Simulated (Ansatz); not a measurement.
# Eu vacancy in EuAl3Cu2

Computed with the plane-wave PAW code Ansatz (scalar-relativistic, PAW set soft_2): PBEsol, collinear spin, 420 eV cutoff, k-mesh 3×3×3.

The relaxed host crystal (no gap at this level of theory):

```yaml
crystal:
  lattice:
    - [5.37296, 0.00000, 0.00000]
    - [-2.68648, 4.65312, 0.00000]
    - [0.00000, 0.00000, 4.05158]
  atoms:
    - { symbol: Al, position: [0.50000, 0.00000, 0.50000] }
    - { symbol: Al, position: [0.00000, 0.50000, 0.50000] }
    - { symbol: Al, position: [0.50000, 0.50000, 0.50000] }
    - { symbol: Cu, position: [0.33333, 0.66667, 0.00000] }
    - { symbol: Cu, position: [0.66667, 0.33333, 0.00000] }
    - { symbol: Eu, position: [0.00000, 0.00000, 0.00000] }
```

Supercell of 18 atoms, rows of the matrix [[1,0,1],[0,1,1],[-1,-1,1]] times the cell vectors; Eu vacancy at (0.000, 0.000, 0.000) in fractions of the cell above. Atoms are relaxed at the host's cell, from a start shaken by 0.03 Å near the defect. The cell loses 1 of its 3 Eu, so this is a heavily defective crystal.

Distances from the empty Eu site (Å), by shell of the perfect crystal:

```
shell  perfect crystal  relaxed, charge 0
 6 Cu             3.10               2.83
```

| charge | moment of the cell (μB) | gap of the cell on the mesh (eV) |
| --- | --- | --- |
| 0 | 13.84 | 0.00 |

At charge 0 the unpaired electrons sit on atoms with moments (μB): 2 Eu of 6.66.

No formation energy is given, since most atoms moved, so the host may distort by itself.

Caveats: 4f shell without a U, which puts 4f levels too near the Fermi level; open f or d shells may hold a state above the lowest; most atoms moved far, the host may distort by itself; small supercell, so energies and levels can be off by tenths of an eV; one random start near the defect, so other minima are possible.
